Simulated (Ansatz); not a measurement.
Candidates compared on computed values. Bulk modulus and its pressure derivative give the pressure that a small compression needs; a soft, simple solid makes a sensitive pressure gauge, a stiff one a good anvil or seat.

The yardstick is fcc Au. Hydrostatic compression by 3 % of the volume (V₀/V = 1.0309), no change of phase.

Where the numbers come from (Ansatz, a plane-wave PAW program): B₀, B₀′: r²SCAN, Birch–Murnaghan fit of energy against volume; volume per atom: r²SCAN, relaxed cell.

Started from generated or typed cells, with no claim that the phase is known: W2N (anti-CdI2 type). Runs started from generated or typed cells of the structure named: GaN; fcc Au. Not checked to be the ambient phase: Cs2LiIrC6N6 (Fm-3m, cF64); NaAu2 (Fd-3m, cF24); Ca3GeN (anti-perovskite); Nb4CoP (P4/mcc, tP12). No claim is made that these are known or stable phases: Si3N4 (I-43d, cI28). Over 15 meV/atom above the lowest phase of their formula at hand: Si3N4 (I-43d, cI28) (100 meV/atom, r²SCAN), W2N (anti-CdI2 type) (86 meV/atom, PBE). Run without spin polarisation: Nb4CoP (P4/mcc, tP12). Spin–orbit coupling is left out unless named.

Working rules: linear estimate = B₀ × compression; P = (B₀/B₀′)[(V₀/V)^B₀′ − 1]; modulus under load = B₀ + B₀′P; relative pressure = P/P_ref.

```csv
crystal,B₀ (GPa),B₀′,V (Å³/atom),linear estimate (GPa),Murnaghan pressure (GPa),modulus there (GPa),pressure (relative)
"Cs2LiIrC6N6 (Fm-3m, cF64)",27.8,6.7,19.24,0.83,0.9384,34.1,0.184
"Si3N4 (I-43d, cI28)",273,3.5,9.55,8.2,8.767,304,1.72
GaN (wurtzite),197,4.3,11.37,5.9,6.405,225,1.26
"NaAu2 (Fd-3m, cF24)",83.0,5.6,20.16,2.5,2.754,98.4,0.92
Ca3GeN (anti-perovskite),60.7,4.1,21.99,1.8,1.967,68.8,0.39
W2N (anti-CdI2 type),349,4.5,12.18,10,11.38,400,2.2
"fcc Au, reference",153,5.9,17.53,4.6,5.100,183,1.00
"Nb4CoP (P4/mcc, tP12)",204,3.9,15.61,6.1,6.592,230,1.29
```

**Question.** One entry in the column «pressure (relative)» was worked out wrongly. Which, and what should it be?

**Answer.** The row of NaAu2 (Fd-3m, cF24) shows 0.92. From its own inputs, relative pressure: 2.754/5.100 = 0.54. The other rows agree with the rules.

With the correction: In order of relative pressure, highest first: W2N (anti-CdI2 type) (2.2 ± 0.11), Si3N4 (I-43d, cI28) (1.72 ± 0.087), Nb4CoP (P4/mcc, tP12) (1.29 ± 0.065) ≈ GaN (1.26 ± 0.063), fcc Au (1.00 ± 0.050), NaAu2 (Fd-3m, cF24) (0.54 ± 0.027), Ca3GeN (anti-perovskite) (0.39 ± 0.019), Cs2LiIrC6N6 (Fm-3m, cF64) (0.184 ± 0.0093). The ± follows from allowances picked for this note (B₀ 5 %, B₀′ 0.4), carried to first order and added in quadrature, each row's own inputs moving alone; ≈ joins neighbours closer than their two ± added in quadrature.

B₀′ is the least certain number of such a fit, often by half a unit. Where several phases of a formula are at hand, those over 0.1 eV/atom above the lowest were not drawn (by r²SCAN where it compared them, else by the largest value; a layered or molecular lowest phase counts only with a dispersion term); other phases could lie lower still. Rows were sampled with a lean to familiar crystals, related or not, whatever their agreement with measurement; tables with many equal figures were not kept. Limits of the draw: no layered crystals, B₀′ of 2 to 8; no unfamiliar magnets, and cubic perovskites only if shown or known to be stable. As a rule kept out of such tables: 4f compounds, open-shell compounds run without a Hubbard term, cells found unstable in the tests at hand, cells close to a higher symmetry, and runs set to a pressure or over 12 % in volume from the crystal's fullest run.
